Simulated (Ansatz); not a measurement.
Relaxed ZnO (wurtzite):

```xyz
8
Lattice="6.4704 0.0000 0.0000 -1.6176 2.8018 0.0000 0.0000 0.0000 5.2114" Properties=species:S:1:pos:R:3 pbc="T T T"
Zn     1.6176     0.9339     0.0126
Zn     4.8528     0.9339     0.0126
Zn     0.0000     1.8678     2.6183
Zn     3.2352     1.8678     2.6183
O      1.6176     0.9339     3.2456
O      4.8528     0.9339     3.2456
O      0.0000     1.8678     0.6399
O      3.2352     1.8678     0.6399
```

The atoms are displaced by Q × the pattern below (from a DFPT mode at M = (0.5, 0.0, 0.0), largest move 1; Q in Å), at fixed cell. (q is in reciprocal vectors of the primitive cell; the cell shown is doubled to hold the pattern.)

```csv
atom,x,y,z
Zn1,0.792,0.457,-0.405
Zn2,-0.792,-0.457,0.405
Zn3,0.792,0.457,0.405
Zn4,-0.792,-0.457,-0.405
O5,0.057,0.033,0.132
O6,-0.057,-0.033,-0.132
O7,0.057,0.033,-0.132
O8,-0.057,-0.033,0.132
```

The numbers are results of r2SCAN (plane waves to 500 eV, PAW, scalar-relativistic; Ansatz, a first-principles code), not measurements. k mesh 6×12×7 (Γ-centred), Fermi-Dirac smearing 0.05 eV. ZnO was relaxed with its symmetry unable to fall.

At one point of the scan the forces (eV/Å) are:

```csv
atom,Fx,Fy,Fz
Zn1,-1.855,-1.071,0.791
Zn2,1.641,0.947,-0.928
Zn3,-1.641,-0.947,-0.928
Zn4,1.855,1.071,0.791
O5,-0.288,-0.166,0.022
O6,-0.166,-0.096,0.115
O7,0.166,0.096,0.115
O8,0.288,0.166,0.022
```

Question: Which point is it?
A. Q = 0.093 Å
B. Q = 0.047 Å
C. Q = 0.187 Å
D. Q = 0.140 Å

Answer: D, Q = 0.140 Å

(For displaced atoms, the force is minus the slope of the energy, and its curvature is a force constant, which sets phonon frequencies.)
